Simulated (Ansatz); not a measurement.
An Ansatz (a quantum-chemistry and plane-wave program) input:

Ansatz 0.2 input:
```yaml
crystal:
  lattice:
    - [2.8400667894, 1.6397133254, 2.3314465266]
    - [-2.8400667894, 1.6397133254, 2.3314465266]
    - [0.0, -3.2794266507, 2.3314465266]
  atoms:
    - { symbol: Ba, position: [0.0012721789, 0.0012721789, 0.0012721789] }
    - { symbol: Ti, position: [0.5147418978, 0.5147418978, 0.5147418978] }
    - { symbol: O, position: [0.4882268451, 0.9786222332, 0.4882268451] }
    - { symbol: O, position: [0.4882268451, 0.4882268451, 0.9786222332] }
    - { symbol: O, position: [0.9786222332, 0.4882268451, 0.4882268451] }
kpoints:
  mp_grid: { grid: [6, 6, 6] }
  band_path:
    path:
      - [[0.0, 0.0, 0.0], [0.5, 0.5, 0.5], [0.5035765979, 0.4964234021, 0.5]]  # Γ-T-H_2
      - [[0.5, -0.4964234021, 0.4964234021], [0.5, 0.0, 0.0], [0.0, 0.0, 0.0], [0.498211701, -0.498211701, 0.0]]  # H_0-L-Γ-S_0
      - [[0.501788299, 0.0, 0.498211701], [0.5, 0.0, 0.5], [0.0, 0.0, 0.0]]  # S_2-F-Γ
      - [VBM, CBM]
    npoints: 10
hamiltonian:
  xc: r2scan
  pseudopotentials: { kind: paw }
magnetization: { noncollinear: true, spin_orbit: true }
scf:
  n_extra_bands: 12
  convergence: { dr2_threshold: 0.0000000001 }
  occupations: { method: gaussian, width: 0.01 }
checkpoint: { write: soc.run }
output: { eigenvalues: true }
```

Question: How many symmetry operations and irreducible k-points will the run report?

Answer: 6 operations, 32 of 216 k-points.

Question: With a cutoff of 500 eV, how many plane waves at Γ?

Answer: 1659.

It took around 6 core-minutes (rough) on shared server cores.

Space group R3m. This is a known low-temperature phase of the composition, computed here at zero pressure and temperature. Symmetry was held in the r²SCAN relaxation; whether a distortion lowers the energy is not shown. The run is not spin-polarised.

Potentials: the later of the program's two PAW sets.

Ansatz is a plane-wave DFT program.
